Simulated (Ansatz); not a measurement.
YSi2 (fluorite, Fm-3m) at seven volumes, the program Ansatz at the PBE level (PAW), scaled uniformly. One row is withheld.

| V (Å³/atom) | P (GPa) |
|---|---|
| 21.760 | ? |
| 22.478 | 3.83 |
| 23.195 | 1.76 |
| 23.913 | 0.00 |
| 24.630 | -1.51 |
| 25.347 | -2.82 |
| 26.065 | -3.98 |

Question: Fit the shown pressures and predict the withheld one.

Answer: P = (3/2)B₀(x^(7/2) − x^(5/2))[1 + (3/4)(B′ − 4)(x − 1)] with x = (V₀/V)^(2/3). Least squares on the six rows gives V₀ = 23.915 Å³/atom, B₀ = 54.6 GPa, B′ = 3.93. At V = 21.760, x = 1.0650 and P = 6.21 GPa. The run itself gave 6.26 GPa.

A made-up cell: these elements were put on the sites of a structure type; neither database checked (COD, Materials Project) lists it. COD files the formula under space group No. 191, so this cell is another polymorph or a model. Whether it is the stable phase at ambient conditions was not checked. The PBE relaxation kept the symmetry of its start; whether a distortion lowers the energy is not shown. No spin polarisation was allowed.

Potentials: the later of the program's two PAW sets.
